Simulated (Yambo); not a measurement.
# Excitons in BN

```
BN
1.0
    2.51243     0.00000     0.00000
   -1.25621     2.17583     0.00000
    0.00000     0.00000     7.70726
B N
2 2
Cartesian
  0.00000   1.45055   1.92681
  1.25621   0.72528   5.78045
  0.00000   1.45055   5.78045
  1.25621   0.72528   1.92681
```

The geometry is that of Materials Project entry mp-984, symmetrised and not relaxed again.

BSE in Yambo on PBEsol (pw.x of Quantum ESPRESSO, ONCV potentials, no spin-orbit coupling) bands: 9×9×2 mesh, 4 valence and 2 conduction bands, static screening with 22 bands and a 4 Ry block, scissor 1.89 eV, Tamm-Dancoff; field along x.

```csv
state,energy (eV),states within 2 meV,relative strength,class,main transitions
1,5.47,2,< 0.01,dark,several band pairs
2,5.48,2,1.00,strong,several band pairs
3,6.00,1,< 0.01,dark,several band pairs
4,6.00,3,< 0.01,dark,several band pairs
5,6.05,1,< 0.01,dark,several band pairs
6,6.06,2,< 0.01,dark,several band pairs
7,6.07,1,< 0.01,dark,several band pairs
8,6.09,2,< 0.01,dark,VB → CB (66 %)
```

These are vertical excitations (zero momentum); the indirect quasiparticle gap, about 6.22 eV, is smaller than the direct one (6.51 eV on the GW mesh). The direct quasiparticle gap on this mesh is 6.51 eV; counted from there, state 1 is bound by 1.04 eV. Convergence with the mesh was not shown.

Spin singlets only. Strengths are relative to the strongest of the lowest states of this run; strong means a line over 3 % of the spectrum's maximum, dark under 0.03 %. Absolute energies carry the error of the G0W0 scissor, whose convergence isn't established; the long-wavelength screening was taken along (1,1,1) although the crystal is anisotropic.

The distance between layers or molecules is the database entry's, not relaxed here. Functionals without dispersion can leave it too large, which widens gaps and weakens the response across layers: the numbers belong to this cell.
